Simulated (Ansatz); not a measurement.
This run works on a generated trial structure, not on a known crystal.

Input and command of a plane-wave DFT calculation in Ansatz:

```yaml
crystal:
  lattice:
    - [4.15223599, 0.0, 0.0]
    - [0.0, 4.70173422, 0.0]
    - [0.0, 0.0, 6.83754941]
  atoms:
    - { symbol: Li, position: [0.0, 0.0, 0.0] }
    - { symbol: La, position: [0.5, 0.5, 0.0] }
    - { symbol: Cd, position: [0.5, 0.0, 0.5] }
    - { symbol: As, position: [0.5, 0.0, 0.20331156] }
    - { symbol: As, position: [0.5, 0.0, 0.79668844] }
basis:
  ecutwfc: 420
kpoints:
  mp_grid: { grid: [4, 4, 3] }
hamiltonian:
  xc: pbe
scf:
  occupations: { method: gaussian, width: 0.2 }
  lower_state_search: "off"
output:
  forces: true
  stress: true
  eigenvalues: true
relax:
  adjacent_minimum: "off"
  f_tol: 0.08
  max_steps: 16
  cell: { stress_tol: 0.8 }
```

```bash
ansatz run input.yaml --threads 1 --pin off --max-ram 2560MiB --backend cpu --events-out ev --progress --plain --runs-dir out
```

Processor: Intel(R) Xeon(R) Processor @ 2.70GHz, 1 thread, on a host shared with other jobs.

Question: Estimate time, memory and problem size.

Answer: About 92 s, peak memory 0.54 GiB. It solves 39 bands at 18 k points (after reduction by symmetry) with about 3537 plane waves (on the last cell), in 60 SCF iterations over 10 ionic steps.
